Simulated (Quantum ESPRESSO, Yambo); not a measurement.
## Levels of theory for the gap of BeS

BeS (zinc blende, space group F-43m, No. 216): one geometry, one set of PBE (pw.x of Quantum ESPRESSO, ONCV potentials, no spin-orbit coupling) orbitals, self-energies from Yambo (6×6×6 Γ-centred k mesh, bands 2 to 62 and a 10 Ry block in the screening, 62 bands in G with the Bruneval-Gonze terminator, plasmon pole fitted at 27.2 eV).

The geometry is that of Materials Project entry mp-422, symmetrised and not relaxed again.

| level | gap Γ → X (eV) | direct gap at Γ (eV) | rough Yambo cost |
|---|---|---|---|
| PBE (Quantum ESPRESSO) | 3.14 | 5.67 | – |
| exchange only (Hartree-Fock self-energy on PBE orbitals) | 10.15 | 13.70 | about 1/30 (6 states) |
| static COHSEX@PBE | 5.59 | 8.48 | about 1/3 (3 states) |
| G0W0@PBE, plasmon pole | 4.60 | 7.56 | 1 (6 states) |
| G0W0@PBE, multipole fit to 8 frequencies, no terminator | 4.60 | 7.57 | within a factor of two (3 states) |

Bare exchange has no screening and gives the widest gap; static COHSEX screens it but leaves out the frequency dependence, which G0W0 restores.

Costs are rough ratios of core time on shared machines.

Nearest settings tried, and what they do to the gap: 39 bands in G: +3 meV; 4 Ry block (51 vectors against 137): -186 meV. Not varied: bands in W, mesh. So the settings aren't converged at that level.
